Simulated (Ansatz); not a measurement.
## Relaxing tin (dhcp)

Computed with DFT, BLYP, plane waves (420 eV) with PAW, scalar-relativistic in Ansatz 0.2.0. (PAW data from PBE, frozen cores regenerated.)

k-point mesh 11×11×3, Fermi-Dirac smearing 0.1 eV, no spin polarisation. Cell and atoms relax.

Starting structure:

```yaml
crystal:
  lattice:
    - [3.4098662044, 0.0, 0.0]
    - [-1.7049331022, 2.9530307565, 0.0]
    - [0.0, 0.0, 11.1366230234]
  atoms:
    - { symbol: Sn, position: [0.0, 0.0, 0.0] }
    - { symbol: Sn, position: [0.0, 0.0, 0.5] }
    - { symbol: Sn, position: [0.3333333333, 0.6666666667, 0.25] }
    - { symbol: Sn, position: [0.6666666667, 0.3333333333, 0.75] }
hamiltonian:
  xc: blyp
  pseudopotentials:
    kind: paw
    azcp:
      Sn: "pseudopotentials/Sn.paw.azcp"
basis:
  ecutwfc: 420
  fft_grid_basis: typed
kpoints:
  mp_grid: { grid: [11, 11, 3], shift: [0, 0, 0] }
magnetization:
  spin_polarized: false
scf:
  occupations: { method: fermi_dirac, width: 0.1 }
relax:
  max_steps: 60
  f_tol: 0.01
  cell: {}
output:
  write_density: true
  write_potential: true
  elf: true
  volumetric_format: npy
```

Q: What cell does the relaxation end in?

A: P6_3/mmc with a = 3.508 Å, c = 11.552 Å (c/a = 3.293); 30.78 Å³ per atom against 28.03 at the start (9.8 %).

Q: How much energy does the relaxation gain?

A: 32.2 meV per atom.

Path of the relaxation (the plane waves are chosen anew near the end, which can shift the energy a little):

```
step  E − E(final) (meV/atom)  V (Å³/atom)  P (GPa)  max force (eV/Å)
   0                    32.16       28.035     4.08             0.000
   1                     0.80       31.108    -0.36             0.000
   2                     0.39       30.832    -0.06             0.000
   3                     0.37       30.780     0.00             0.000
   4                     0.00       30.780    -0.01             0.000
```
